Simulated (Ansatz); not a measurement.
Several occupations of a zinc blende lattice at one composition, 4 B, 4 In, 4 Ga; 12 N. Sites, in fractions of the cell -4.319 -4.319 0.000; 0.000 4.319 4.319; -4.319 4.319 -4.319 Å:

| cell | sites |
| --- | --- |
| all | N (0.00 0.00 0.25), N (0.00 0.50 0.25), N (0.17 0.33 0.58), N (0.17 0.83 0.58), N (0.33 0.17 0.92), N (0.33 0.67 0.92), N (0.50 0.00 0.25), N (0.50 0.50 0.25), N (0.67 0.33 0.58), N (0.67 0.83 0.58), N (0.83 0.17 0.92), N (0.83 0.67 0.92) |
| 1 | B (0.00 0.00 0.00), B (0.00 0.50 0.00), B (0.50 0.50 0.00), B (0.67 0.83 0.33), Ga (0.33 0.17 0.67), Ga (0.50 0.00 0.00), Ga (0.83 0.17 0.67), Ga (0.83 0.67 0.67), In (0.17 0.33 0.33), In (0.17 0.83 0.33), In (0.33 0.67 0.67), In (0.67 0.33 0.33) |
| 2 | B (0.00 0.00 0.00), B (0.33 0.67 0.67), B (0.50 0.00 0.00), B (0.67 0.33 0.33), Ga (0.17 0.33 0.33), Ga (0.17 0.83 0.33), Ga (0.50 0.50 0.00), Ga (0.83 0.17 0.67), In (0.00 0.50 0.00), In (0.33 0.17 0.67), In (0.67 0.83 0.33), In (0.83 0.67 0.67) |
| 3 | B (0.17 0.33 0.33), B (0.17 0.83 0.33), B (0.50 0.50 0.00), B (0.67 0.33 0.33), Ga (0.00 0.00 0.00), Ga (0.00 0.50 0.00), Ga (0.50 0.00 0.00), Ga (0.67 0.83 0.33), In (0.33 0.17 0.67), In (0.33 0.67 0.67), In (0.83 0.17 0.67), In (0.83 0.67 0.67) |

Each was relaxed without symmetry on coarser meshes and computed once more. All numbers below come from Ansatz, DFT PBE, scalar-relativistic, plane waves, PAW.

Plane waves to 420 eV, a k mesh through Γ of 4×4×3 on the computed 24-atom cell and Gaussian smearing (0.02 eV); no spin polarisation.

Warren–Cowley parameters of the first shell of the sublattice with most elements (negative: unlike neighbours preferred):
| cell | B-Ga | B-In | Ga-In |
| --- | --- | --- | --- |
| 1 | 0.00 | 0.00 | 0.00 |
| 2 | -0.25 | -0.25 | -0.25 |
| 3 | -0.25 | 0.25 | 0.25 |

Forces of up to 0.05 eV/Å remain on the final mesh.

**Question.** Which occupation is lowest in energy, and by how much?

**Answer.** Cell 1.
| cell | E − E(lowest) (meV/atom) | V (Å³/atom) | gap on mesh (eV) |
| --- | --- | --- | --- |
| 1 | 0.0 | 11.58 | 0.77 |
| 3 | 29.9 | 11.98 | 0.84 |
| 2 | 54.3 | 11.28 | 0.95 |

The gap is read on a mesh, which can miss the band edges, so it can be too wide.

Cost: 6 runs of about 49 core-minutes in all (earlier runs that led there not counted), on Arm Neoverse V2 (shared hosts).